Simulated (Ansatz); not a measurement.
## What a change of settings does to a run on YSi$_{2}$

Structure from Materials Project entry mp-2568 (possibly hypothetical), not relaxed further.

First run: DFT, LDA, PAW with Ansatz's default frozen-core files, scalar-relativistic (Ansatz 0.2.0).

Command: `ansatz run input.yaml --threads 1 --pin off --max-ram 4096MiB --backend cpu --events-out ev --progress --plain --runs-dir out` The run took about 20 s on 1 thread of a shared machine.

```yaml
crystal:
  lattice:
    - [4.0754858592, 0.0, 0.0]
    - [-2.0377429296, 3.5294742868, 0.0]
    - [0.0, 0.0, 3.99013272]
  atoms:
    - { symbol: "Y", position: [0.0, 0.0, 0.0] }
    - { symbol: Si, position: [0.3333333333, 0.6666666667, 0.5] }
    - { symbol: Si, position: [0.6666666667, 0.3333333333, 0.5] }
kpoints:
  mp_grid: { grid: [10, 10, 9] }
  band_path:
    path:
      - [0.0, 0.0, 0.0]
      - [0.5, 0.0, 0.0]
      - [0.3333333333, 0.3333333333, 0.0]
      - [0.0, 0.0, 0.0]
      - [0.0, 0.0, 0.5]
      - [0.5, 0.0, 0.5]
      - [0.3333333333, 0.3333333333, 0.5]
      - [0.0, 0.0, 0.5]
      - [0.5, 0.0, 0.5]
    npoints: 14
scf:
  occupations: { method: fermi_dirac, width: 0.05 }
hamiltonian:
  xc: lda
  pseudopotentials: { kind: paw }
output:
  forces: true
  stress: true
  eigenvalues: true
  efg: { contact_densities: true }
  populations: true
  bader: true
  dos: { projected: true, de: 0.2, e_range: [-14, 8] }
  write_density: true
  write_potential: true
  elf: true
  volumetric_format: npy
```

Result: converged; pressure -4.25 GPa; 7 SCF iterations.

Spin polarisation is left out, and whether a magnetic state lies lower isn't shown here.

The input is then changed:

```diff
@@ -23,5 +23,5 @@
     npoints: 14
 scf:
-  occupations: { method: fermi_dirac, width: 0.05 }
+  occupations: { method: methfessel_paxton, width: 0.001 }
 hamiltonian:
   xc: lda
@@ -33,9 +33,3 @@
   efg: { contact_densities: true }
   populations: true
-  bader: true
-  dos: { projected: true, de: 0.2, e_range: [-14, 8] }
-  write_density: true
-  write_potential: true
-  elf: true
-  volumetric_format: npy
```

Task: What does the second run give?

Result: It converged; energy at zero smearing +0.1 meV/atom from the first run; pressure -4.17 GPa; 6 SCF iterations.

The results part of its log:

```
SCF 1 converged in 6 iterations: F = -4964.681768 eV  dr2 = 6.65e-9
  greatest PAW one-centre occupation: 0.992 electrons in one spin orbital (limit 2), on the Y atom at site 0 (counted from 0), in its partial waves of l = 0
NSCF: frozen V_eff on 113 k-points
SCF converged after 6 iterations
Stability not checked: this state was not tested for a lower state beside it, because cold or Methfessel-Paxton smearing, or corrected tetrahedra, fill the levels in a way that the test cannot read (fill_not_monotonic; see scf.lower_state_search)
Free energy (F): -4964.681768 eV
Harris-Foulkes:  -4964.681768 eV  (|F-HF|=1.44e-10)
Internal energy: -4964.681765 eV  (E = F + TS)
E sigma→0 (E₀):  -4964.681767 eV
Entropy (-TS):   -0.000003 eV (-0.001 meV/atom)
Fermi energy:    10.676672 eV
--- Per-component energies (eV) ---
  E_band       = -71.713092
  E_kinetic    = 390.020168
  E_local      = -612.427882  (includes V_loc(G=0)·N_el)
  E_nonlocal   = 107.273961
  E_hartree    = 200.807984
  E_xc         = -283.911512
  E_vxc        = -296.176041  (∫ρ·V_xc dr)
  E_paw        = -3696.366321  (= ΣΔE_a)
  E_vpaw       = -62.018357  (= ΣTr[D̂ρ^β])
  E_aug_tail   = 0.000014  (compensation charges beyond the density's cutoff)
  E_ewald      = -1070.576425
  E_core_change = 0.498247  (= ΣΔE_core)
  E_smearing   = -0.000003  (= −TS)
  E_closure    = -0.000000  (closes the sum)
  Σ components = -4964.681768   (vs F -4964.681768, Δ=0.00e0)
--- Forces (eV/Å), atoms counted from 1 ---
  atom   1  Y      0.00000000     0.00000000     0.00000000
  atom   2  Si     0.00000000    -0.00000000     0.00000000
  atom   3  Si     0.00000000     0.00000000     0.00000000
  max |Σ_I F_I| component: 1.11e-16 eV/Å
--- Stress (GPa, compression-positive) ---
       -3.547643       0.000000       0.000000
        0.000000      -3.547643       0.000000
        0.000000       0.000000      -5.415540
  P = ⅓ Tr σ = -4.1703 GPa (-41.703 kbar)
--- PAW observables at the nuclei: V_zz in 10²¹ V/m², potentials from the cell's mean, atoms counted from 1 ---
  atom   1  Y  V_zz =    -2.919581   η = 0.0000   by run symmetry: allowed
            electrostatic potential = -5716.359036 V   contact ρ = 441919.098217 e/Å³
  atom   2  Si V_zz =    -1.361607   η = 0.0000   by run symmetry: allowed
            electrostatic potential = -1363.199767 V   contact ρ = 12693.733980 e/Å³
  atom   3  Si V_zz =    -1.361607   η = 0.0000   by run symmetry: allowed
            electrostatic potential = -1363.199767 V   contact ρ = 12693.733980 e/Å³
--- Band table (eV; the first three rows and the last of 70) ---
  k-point 0: bands = ["-31.8902", "-11.9325", "-11.9245", "-11.9245", "-1.3497", "7.3315", "7.3315", "8.5113", "9.2679", "9.4518", "11.7948", "11.7948", "13.1627", "13.1627"]
  k-point 1: bands = ["-31.8894", "-11.9535", "-11.9227", "-11.9227", "-1.2514", "7.4079", "7.4079", "7.5556", "9.5346", "10.1581", "11.2140", "11.2140", "13.7998", "13.7998"]
  k-point 2: bands = ["-31.8873", "-12.0061", "-11.9181", "-11.9181", "-0.9844", "6.3592", "7.6245", "7.6245", "9.7704", "10.4587", "10.4587", "11.2964", "12.8315", "12.8315"]
  k-point 69: bands = ["-31.8735", "-12.0417", "-12.0281", "-11.9991", "1.4499", "2.2321", "5.7891", "7.5484", "7.8919", "12.2258", "12.6461", "13.5729", "14.3210", "14.5952"]
--- Löwdin populations: 3 sites ---
  site symbol       q [e]
     0      Y     10.6455
     1     Si      4.0945
     2     Si      4.0945
  spilling = 0.008711 (of n_electrons = 19.000000)
```
